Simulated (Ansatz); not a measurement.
Starting cell, Lu (hcp, Mg type):

```
CELL_PARAMETERS angstrom
      3.50708     0.00000     0.00000
     -1.75354     3.03722     0.00000
      0.00000     0.00000     5.46208
ATOMIC_POSITIONS crystal
  Lu 0.33333 0.66667 0.75000
  Lu 0.66667 0.33333 0.25000
```

In each cell atom 1 (Lu, nearest neighbour Lu at 3.400 Å; its periodic images, 3.5 Å or more away, move with it) moves by s·(0.707, 0.707, 0.000) (along Cartesian [110]), the rest being held.

The numbers are results of PBE (plane waves to 420 eV, PAW, scalar-relativistic; Ansatz, a program for electronic structure), not measurements. k mesh 12×12×7 (Γ-centred), Fermi-Dirac smearing 0.05 eV. E stands for the smeared free energy. With partly filled bands, energies and forces of such displacements shift with the k mesh and the smearing. F∥ is the force on the atom along that direction. F⊥ is the part of the force across the line. Lu is run without spin polarisation. Lu was relaxed with its symmetry unable to fall. ΔE is measured from the undisplaced structure.

| s (Å) | ΔE (meV/cell) | F∥ (eV/Å) | |F⊥| (eV/Å) |
|---|---|---|---|
| -0.340 | 96 | 0.568 | 0.062 |
| -0.272 | 61 | 0.452 | 0.042 |
| -0.204 | 34 | 0.336 | 0.025 |
| -0.136 | 15 | 0.223 | 0.012 |
| -0.068 | 4 | 0.111 | 0.003 |
| 0.000 | 0 | 0.000 | 0.000 |
| 0.068 | 4 | -0.105 | 0.003 |
| 0.136 | 14 | -0.202 | 0.012 |
| 0.204 | 31 | -0.293 | 0.023 |
| 0.272 | 54 | -0.377 | 0.037 |
| 0.340 | 82 | -0.454 | 0.056 |

Summary:

The energy at s = 0.340 Å comes out as 82 meV/cell and the force along the line at s = -0.340 Å comes out as 0.568 eV/Å. The force constant k = d²E/ds² at s = 0 (finite differences) is 1.59 eV/Å². Symmetry of the curve: not even: the negative side lies higher at ±0.340 Å. Shape of the curve: a single well with its minimum at or next to zero displacement. Harmonic estimate at the end of the scan: ½ks² = 92 meV/cell against the computed 82 meV/cell, so the well is softer than harmonic there.

The 11 points together took very roughly 6 core-minutes.

(For displaced atoms, the force is minus the slope of the energy, and its curvature is a force constant, which sets phonon frequencies.)
